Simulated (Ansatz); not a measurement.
## Relaxing indium (diamond)

Computed with DFT, r2SCAN, plane waves (500 eV) with PAW, scalar-relativistic in Ansatz 0.2.0. (PAW data from PBE, frozen cores regenerated.)

k-point mesh 8×8×8, Fermi-Dirac smearing 0.1 eV, no spin polarisation. Cell and atoms relax.

Starting structure:

```yaml
crystal:
  lattice:
    - [0.0, 3.2801942926, 3.2801942926]
    - [3.2801942926, 0.0, 3.2801942926]
    - [3.2801942926, 3.2801942926, 0.0]
  atoms:
    - { symbol: In, position: [0.125, 0.125, 0.125] }
    - { symbol: In, position: [0.875, 0.875, 0.875] }
hamiltonian:
  xc: r2scan
  pseudopotentials:
    kind: paw
    azcp:
      In: "pseudopotentials/In.paw.azcp"
basis:
  ecutwfc: 500
  fft_grid_basis: typed
kpoints:
  mp_grid: { grid: [8, 8, 8], shift: [0, 0, 0] }
magnetization:
  spin_polarized: false
scf:
  occupations: { method: fermi_dirac, width: 0.1 }
relax:
  max_steps: 60
  f_tol: 0.01
  cell: {}
output:
  write_density: true
  write_potential: true
  elf: true
  volumetric_format: npy
```

Q: The pressure at the start is 0.7 GPa. By how much does the volume change?

A: From 35.29 to 36.14 Å³ per atom, 2.4 %. The final cell has a = 6.612 Å.

Q: How much energy does the relaxation gain?

A: 1.8 meV per atom.
